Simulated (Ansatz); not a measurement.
Cu Kα1 powder pattern (kinematic, no thermal factors).
2θ (°) (relative intensity): 14.32 (2), 16.02 (4), 20.30 (1), 24.93 (43), 25.96 (2), 28.86 (100), 28.86 (50), 33.18 (2), 39.21 (2), 41.27 (38), 41.27 (77), 48.82 (15), 48.83 (8), 51.15 (41), 59.79 (13), 59.80 (6), 65.80 (3), 65.80 (7), 67.73 (18), 67.73 (18), 67.74 (18), 75.25 (27), 75.25 (13), 80.70 (4), 80.71 (2), 80.71 (2), 89.64 (5), 89.64 (9)

The pattern is computed from a structure relaxed with DFT PBE, scalar-relativistic, plane waves, PAW in Ansatz. No spin polarisation. Its elements are Pb, Se, Sn.

Give the structure.

SnPb$_{3}$Se$_{4}$.
Space group I4/mmm (No. 139). a = 6.182 Å, b = 6.182 Å, c = 12.363 Å, α = 90.00°, β = 90.00°, γ = 90.00°
| atom | site | symmetry | x | y | z |
| --- | --- | --- | --- | --- | --- |
| Sn | 2b | 4/mmm | 0.5000 | 0.5000 | 0.0000 |
| Pb | 2a | 4/mmm | 0.0000 | 0.0000 | 0.0000 |
| Pb | 4d | -4m2 | 0.0000 | 0.5000 | 0.2500 |
| Se | 4e | 4mm | 0.0000 | 0.0000 | 0.2539 |
| Se | 4c | mmm. | 0.5000 | 0.0000 | 0.0000 |

A pattern alone doesn't exclude other cells with like lines; this is the one computed.

It was reached by relaxing an invented guess, and it needn't be the stable form of this composition.
